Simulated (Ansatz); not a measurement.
Input and command of a plane-wave DFT calculation in Ansatz:

```yaml
crystal:
  lattice:
    - [-1.59121869, 1.59121869, 1.59121869]
    - [1.59121869, -1.59121869, 1.59121869]
    - [1.59121869, 1.59121869, -1.59121869]
  atoms:
    - { symbol: Al, position: [0.0, 0.0, 0.0] }
basis:
  ecutwfc: 500
kpoints:
  mp_grid: { grid: [18, 18, 18] }
hamiltonian:
  xc: r2scan
scf:
  occupations: { method: gaussian, width: 0.1 }
output:
  forces: true
  stress: true
  eigenvalues: true
  populations: true
```

```bash
ansatz run input.yaml --threads 1 --pin off --max-ram 2560MiB --backend cpu --events-out ev --progress --plain --runs-dir out
```

Processor: Intel(R) Xeon(R) Platinum 8488C (Sapphire Rapids), 1 thread, on a host shared with other jobs.

**Question.** How long does it run, and how much memory does it take?

**Answer.** About 4 s on 1 thread of Intel(R) Xeon(R) Platinum 8488C (Sapphire Rapids), on a shared host, peak memory 0.38 GiB. It solves 6 bands at 195 k points (the mesh reduced by the symmetry that the task leaves, which can be less than the crystal's) with about 381 plane waves, in 6 SCF iterations.
